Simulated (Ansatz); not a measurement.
A distorted cell of MoS2 (3R-MoS2 type, space group R3m):

```yaml
crystal:
  lattice:
    - [1.58770, 0.91666, 6.19534]
    - [-1.58770, 0.91666, 6.19534]
    - [0.00000, -1.83332, 6.19534]
  atoms:
    - { symbol: Mo, position: [0.00000, 0.00000, 0.00000] }
    - { symbol: S, position: [0.73738, 0.73738, 0.73738] }
    - { symbol: S, position: [0.58300, 0.58300, 0.58300] }
```

All values below come from r2SCAN+rVV10 (plane waves to 500 eV, PAW, scalar-relativistic; Ansatz, an electronic-structure program). k mesh 10×10×10 (Γ-centred), Fermi-Dirac smearing 0.05 eV. E stands for the smeared free energy. Compression counts positive. As the smearing reaches across the gap at some points, energies and forces of such displacements shift with the k mesh and the smearing. MoS2 is run without spin polarisation. MoS2 was relaxed with its symmetry unable to fall. The PAW data are Ansatz's earlier set. This is one of several known forms of MoS2; the measured ambient cells at hand have space group No. 194.

### Question
What forces act on the atoms (eV/Å, Cartesian)?

### Answer
```tsv
atom	Fx	Fy	Fz
Mo1	0.000	0.000	-4.666
S2	0.000	0.000	5.402
S3	0.000	0.000	-0.736
```

### Question
What is the stress tensor (GPa)?

### Answer
```
   10.7      0.0      0.0
    0.0     10.7      0.0
    0.0      0.0     23.1
```
The pressure, a third of the trace, is 14.8 GPa.

### Question
In it atom 2 sits (0.000, 0.000, -0.240) Å away from its relaxed site. What is its energy relative to the relaxed cell?

### Answer
609 meV/cell.

(For displaced atoms, the force is minus the slope of the energy, and its curvature is a force constant, which sets phonon frequencies.)
